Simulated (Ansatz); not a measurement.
Task: WC in space group P-6m2 (No. 187; W on 1a, C on 1f) is relaxed with LDA in the plane-wave PAW code Ansatz. What lattice parameters of the conventional cell result?

Result: a = 2.884 Å, c = 2.812 Å.

Task: Is it a metal or does it have a gap at this level?

Result: No gap at this level.

Symmetry was held in the LDA relaxation; of distortions, only those at the zone centre were tested. The run is not spin-polarised. Scalar-relativistic: spin–orbit coupling is off unless named, which matters more the heavier the elements.

Potentials: the earlier of the program's two PAW sets.
